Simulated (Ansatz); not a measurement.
YB2:
```xyz
3
Lattice="3.2744 0.0000 0.0000 -1.6372 2.8357 0.0000 0.0000 0.0000 3.8211" Properties=species:S:1:pos:R:3 pbc="T T T"
Y      0.0000     0.0000     0.0000
B      0.0000     1.8905     1.9105
B      1.6372     0.9452     1.9105
```

This is the PBEsol-relaxed structure. Tensor components refer to the Cartesian frame of this cell.

### Question
All from plane-wave PAW PBEsol (Ansatz code), unless another level is named. Give the Debye temperature from the elastic constants.

### Answer
797 K.

### Question
Give the elastic constants (relaxed ions, GPa).

### Answer
C11 = 378, C12 = 50.1, C13 = 85.4, C33 = 351, C44 = 171.

Space group P6/mmm. The workflow started from an entry of the Crystallography Open Database (COD). Its standing as an ambient phase is unchecked. The PBEsol relaxation kept the symmetry of its start; whether a distortion lowers the energy is not shown. The run is not spin-polarised. As this level gives no gap, shear constants depend on the k-mesh and smearing (Fermi–Dirac, 0.1 eV here). On the denser mesh and wider smearing of the elastic run this cell carries a stress of 0.5 GPa.

Potentials: the later of the program's two PAW sets.
